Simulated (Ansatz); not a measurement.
# YSi (Cmcm): electronic heat capacity and spin susceptibility from the density of states

Level of theory: Ansatz 0.2.0, DFT PBEsol, scalar-relativistic, plane waves, PAW.

Cutoff 420 eV; k points 10×10×12 on the computed 4-atom cell (Γ-centred); Gaussian smearing, width 0.10 eV; no spin polarisation.

Relaxed cell: Cmcm, a = 4.234 Å, b = 10.453 Å, c = 3.808 Å, α = 90.00°, β = 90.00°, γ = 90.00°, 4 atoms in the primitive cell. Whether it is the stable form of this composition wasn't checked.

The density of states at the Fermi level is 2.125 states/eV in the cell of 4 atoms (2 formula units; both spins, tetrahedra on a 15×15×18 mesh).

Question: What Sommerfeld coefficient and Pauli susceptibility does this give?

Answer: Per formula unit N(E_F) = 1.063 states/eV. γ = (π²/3) k_B² N(E_F) N_A = 2.357 mJ/(mol K²) per state/eV, so γ = 2.5 mJ/(mol K²), a mole of formula units. χ_P = μ_B² N(E_F) N_A = 3.23×10⁻⁵ emu/mol per state/eV gives 3.4×10⁻⁵ emu/mol. This is the bare band result: a measured γ of the same phase is as a rule larger by a factor 1 + λ from phonons and spin fluctuations, the spin part of χ is larger by the Stoner factor, and a measured χ also holds orbital and core terms. N(E_F) at one energy is sensitive to the mesh where the density of states has sharp peaks.